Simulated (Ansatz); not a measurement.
SiB2Mo2:
```yaml
crystal:
  lattice:
    - [1.53100, -5.59113, 0.00000]
    - [1.53100, 5.59113, 0.00000]
    - [0.00000, 0.00000, 3.14113]
  atoms:
    - { symbol: Si, position: [0.00000, 0.00000, 0.00000] }
    - { symbol: Mo, position: [0.36338, 0.63662, 0.50000] }
    - { symbol: Mo, position: [0.63662, 0.36338, 0.50000] }
    - { symbol: B, position: [0.20761, 0.79239, 0.00000] }
    - { symbol: B, position: [0.79239, 0.20761, 0.00000] }
```

Relaxed with PBE.

Problem. Which orbitals make up the states near the Fermi level in DFT-PBE in the program Ansatz with PAW potentials?

Solution. Within 0.5 eV of the Fermi level: Mo 4d 68 %, B 2p 11 %, Si 3s 8 %, Si 3p 7 %. Projections are on Löwdin-orthogonalised atomic valence shells; empty p or d shells of many metals are not among them.

Problem. Tabulate the density of states.

Solution. States/eV per cell of 5 atoms, in 0.25 eV bins, energy from the Fermi level.

| E (eV) | total | Mo 4d | B 2p | Si 3p |
|---|---|---|---|---|
| -7.85 | 0.94 | 0.27 | 0.31 | 0.11 |
| -7.60 | 1.03 | 0.29 | 0.35 | 0.13 |
| -7.35 | 1.06 | 0.30 | 0.38 | 0.14 |
| -7.10 | 1.01 | 0.29 | 0.39 | 0.13 |
| -6.85 | 1.02 | 0.29 | 0.41 | 0.12 |
| -6.60 | 1.08 | 0.31 | 0.43 | 0.14 |
| -6.35 | 1.64 | 0.49 | 0.63 | 0.29 |
| -6.10 | 2.46 | 0.79 | 0.99 | 0.41 |
| -5.85 | 2.10 | 0.73 | 0.79 | 0.35 |
| -5.60 | 2.70 | 1.03 | 0.95 | 0.48 |
| -5.35 | 2.26 | 0.86 | 0.83 | 0.37 |
| -5.10 | 2.48 | 0.98 | 0.89 | 0.46 |
| -4.85 | 2.75 | 1.14 | 0.89 | 0.57 |
| -4.60 | 2.97 | 1.32 | 0.92 | 0.57 |
| -4.35 | 3.67 | 1.76 | 1.11 | 0.63 |
| -4.10 | 5.89 | 3.14 | 1.66 | 0.82 |
| -3.85 | 4.41 | 2.53 | 0.99 | 0.69 |
| -3.60 | 2.20 | 1.36 | 0.44 | 0.31 |
| -3.35 | 1.76 | 1.23 | 0.29 | 0.17 |
| -3.10 | 1.62 | 1.19 | 0.25 | 0.13 |
| -2.85 | 1.27 | 0.94 | 0.19 | 0.10 |
| -2.60 | 0.82 | 0.60 | 0.11 | 0.08 |
| -2.35 | 0.71 | 0.53 | 0.08 | 0.07 |
| -2.10 | 1.04 | 0.82 | 0.10 | 0.09 |
| -1.85 | 2.25 | 1.82 | 0.16 | 0.19 |
| -1.60 | 2.85 | 2.27 | 0.20 | 0.26 |
| -1.35 | 2.94 | 2.34 | 0.21 | 0.24 |
| -1.10 | 3.40 | 2.71 | 0.23 | 0.24 |
| -0.85 | 3.55 | 2.83 | 0.24 | 0.23 |
| -0.60 | 2.44 | 1.89 | 0.19 | 0.14 |
| -0.35 | 1.96 | 1.36 | 0.20 | 0.12 |
| -0.10 | 1.33 | 0.93 | 0.16 | 0.07 |
| 0.15 | 1.87 | 1.22 | 0.22 | 0.12 |
| 0.40 | 1.69 | 1.14 | 0.18 | 0.14 |
| 0.65 | 1.61 | 1.07 | 0.17 | 0.15 |
| 0.90 | 2.00 | 1.29 | 0.24 | 0.21 |
| 1.15 | 2.28 | 1.50 | 0.29 | 0.24 |
| 1.40 | 2.86 | 2.04 | 0.33 | 0.25 |
| 1.65 | 2.81 | 2.05 | 0.31 | 0.21 |
| 1.90 | 3.35 | 2.39 | 0.42 | 0.26 |
| 2.15 | 4.31 | 3.13 | 0.52 | 0.30 |
| 2.40 | 3.58 | 2.51 | 0.48 | 0.25 |
| 2.65 | 2.73 | 1.69 | 0.49 | 0.20 |
| 2.90 | 2.92 | 1.67 | 0.59 | 0.23 |
| 3.15 | 1.70 | 0.83 | 0.38 | 0.17 |
| 3.40 | 2.15 | 0.94 | 0.53 | 0.21 |
| 3.65 | 1.65 | 0.68 | 0.38 | 0.18 |
| 3.90 | 1.76 | 0.73 | 0.41 | 0.16 |
| 4.15 | 2.10 | 0.81 | 0.47 | 0.18 |
| 4.40 | 2.13 | 0.68 | 0.47 | 0.25 |
| 4.65 | 1.85 | 0.55 | 0.41 | 0.26 |

Space group Cmmm. The start of the workflow was typed in or built on a structure type; neither database checked (COD, Materials Project) lists it. Its standing as an ambient phase is unchecked. The PBE relaxation kept the symmetry of its start; whether a distortion lowers the energy is not shown. No spin polarisation was allowed. Scalar-relativistic: spin–orbit coupling is off unless named, which matters more the heavier the elements.

Potentials: the later of the program's two PAW sets.
